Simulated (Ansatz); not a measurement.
K2GeAs2:
```yaml
crystal:
  lattice:
    - [-3.47651, 6.64285, 3.27458]
    - [3.47651, -6.64285, 3.27458]
    - [3.47651, 6.64285, -3.27458]
  atoms:
    - { symbol: K, position: [0.64168, 0.66580, 0.30747] }
    - { symbol: K, position: [0.35832, 0.33420, 0.69253] }
    - { symbol: K, position: [0.85832, 0.16580, 0.02412] }
    - { symbol: K, position: [0.14168, 0.83420, 0.97588] }
    - { symbol: Ge, position: [0.25000, 0.75000, 0.50000] }
    - { symbol: Ge, position: [0.75000, 0.25000, 0.50000] }
    - { symbol: As, position: [0.89488, 0.67144, 0.56632] }
    - { symbol: As, position: [0.10512, 0.32856, 0.43368] }
    - { symbol: As, position: [0.60512, 0.17144, 0.77656] }
    - { symbol: As, position: [0.39488, 0.82856, 0.22344] }
```

The program Ansatz at the PBEsol level (PAW) gives a gap of 0.82 eV without spin–orbit coupling, maximum at X, minimum on the G0–X line, 15 % of the way from G0.

Q: What happens when spin–orbit coupling is switched on?

A: The gap stays essentially unchanged, to 0.82 eV; maximum at X, minimum on the G0–X line, 15 % of the way from G0.

Q: Give the electron effective mass with spin–orbit coupling.

A: 0.83, 0.89, 2.6 mₑ (principal values).

Q: Give the hole effective mass with spin–orbit coupling.

A: 0.45, 1.5, 3.6 mₑ (principal values).

Space group Ibam. The first step of the workflow began from a Materials Project structure, measured or hypothetical; the Crystallography Open Database files this formula in space group No. 72, but the cells were not matched. Whether it is the stable phase at ambient conditions was not checked. Symmetry was held in the PBEsol relaxation; its stability against distortions is not shown here.

Potentials: the later of the program's two PAW sets.
